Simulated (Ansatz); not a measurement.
Hg:
```
CELL_PARAMETERS angstrom
      0.00000     3.82962     3.82962
      3.82962     0.00000     3.82962
      3.82962     3.82962     0.00000
ATOMIC_POSITIONS crystal
  Hg 0.00000 0.00000 0.00000
  Hg 0.25000 0.25000 0.25000
```

Relaxed with PBE. Special points in fractions of this cell's reciprocal vectors: Γ (0.000, 0.000, 0.000); X (0.500, 0.000, 0.500); U (0.625, 0.250, 0.625); K (0.375, 0.375, 0.750); L (0.500, 0.500, 0.500); W (0.500, 0.250, 0.750).

Task: List the band energies nearest the valence-band maximum at these points for PBE with spin–orbit coupling (plane waves, PAW; program Ansatz).

Result: In eV from the valence-band maximum; about four levels below and three above (degenerate sets whole), none deeper than 8.9 eV; points with the same levels are listed once.

```json
[
 {"k": "Γ", "below": "-5.69 -5.69 0.00 0.00", "above": "2.39 2.39 3.81 3.81 3.81 3.81"},
 {"k": "X", "below": "-3.57 -3.57 -3.57 -3.57", "above": "1.08 1.08 1.08 1.08"},
 {"k": "U", "below": "-3.84 -3.84 -3.25 -3.25", "above": "0.36 0.36 1.41 1.41"},
 {"k": "L", "below": "-4.52 -4.52 -2.64 -2.64", "above": "1.79 1.79 1.84 1.84"},
 {"k": "W", "below": "-3.55 -3.55 -3.53 -3.53", "above": "0.48 0.48 0.82 0.82"}
]
```

Space group Fd-3m (diamond). The start of the workflow was typed in or built on a structure type; neither database checked (COD, Materials Project) lists it. It is not the usual solid phase (space group No. 166). The cell was relaxed with PBE under the symmetry of its start; whether a distortion lowers the energy is not shown. The substance is a gas or liquid at ambient conditions.

Potentials: the later of the program's two PAW sets.
